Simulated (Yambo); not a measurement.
Yambo run on LiCl (rock salt, space group Fm-3m, No. 225). The wavefunctions are LDA (pw.x of Quantum ESPRESSO, ONCV potentials, without SOC) ones on a 6×6×6 mesh (5 occupied bands); a = b = c = 3.510 Å, α = β = γ = 60.00°.

Yambo input:

```
rim_cut
gw0
dyson
el_el_corr
HF_and_locXC
ppa
em1d
RandQpts= 1000000
RandGvec= 1 Ry
EXXRLvcs= 74 Ry
VXCRLvcs= 296 Ry
Chimod= "HARTREE"
% BndsRnXp
 2 | 71 |
%
NGsBlkXp= 10 Ry
% LongDrXp
 1.0 | 1.0 | 1.0 |
%
PPAPntXp= 27.2114 eV
% GbndRnge
 1 | 24 |
%
GTermKind= "BG"
DysSolver= "n"
ExtendOut
% QPkrange
 1 | 1 | 5 | 6 |
 4 | 4 | 6 | 6 |
%
```

k points by index: 1 = Γ, 4 = L.

Table of the .qp output:

```
#    K-point    Band    Eo [eV]    E [eV]    E-Eo [eV]    Vxc [eV]    Vnlxc [eV]    Sc|Eo [eV]    Sc|E [eV]    dSc/dw|Eo [eV]    Re(Z)    Im(Z)
#
    1    5    0.000000    -1.903623    -1.903623    -14.67999    -19.01223    1.987177    2.428619    -6.309869    0.811763    -0.001148
    1    6    6.598280    7.727490    1.129210    -10.29154    -5.267364    -3.692042    -3.894963    -4.889456    0.847683    -0.001037
    4    6    6.493249    7.743289    1.250040    -9.362144    -4.477723    -3.422032    -3.634381    -4.622114    0.854802    -0.987785E-3
```
(The two width columns are left out.) Convergence of these settings isn't established.

Geometry relaxed with LDA.
